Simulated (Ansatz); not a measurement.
Sr:
```yaml
crystal:
  lattice:
    - [0.00000, 2.95974, 2.95974]
    - [2.95974, 0.00000, 2.95974]
    - [2.95974, 2.95974, 0.00000]
  atoms:
    - { symbol: Sr, position: [0.00000, 0.00000, 0.00000] }
```

Relaxed with PBEsol. Special points in fractions of this cell's reciprocal vectors: Γ (0.000, 0.000, 0.000); X (0.500, 0.000, 0.500); U (0.625, 0.250, 0.625); K (0.375, 0.375, 0.750); L (0.500, 0.500, 0.500); W (0.500, 0.250, 0.750).

**Question.** List the band energies nearest the Fermi level at these points for PBEsol in the plane-wave PAW code Ansatz.

**Answer.** In eV from the Fermi level; about four levels below and three above (degenerate sets whole), none deeper than 8.9 eV; points with the same levels are listed once.

```csv
k,below,above
Γ,-3.76,2.39 2.39 2.39
X,-0.72,0.28 1.17 5.10
U,-0.14,0.21 0.90 3.55
L,-1.18,0.14 2.22 2.22
W,–,0.03 0.65 0.65
```

Space group Fm-3m (fcc (Cu type)). The cell was relaxed with PBEsol under the symmetry of its start. Scalar-relativistic: spin–orbit coupling is off unless named, which matters more the heavier the elements.

Potentials: the later of the program's two PAW sets.
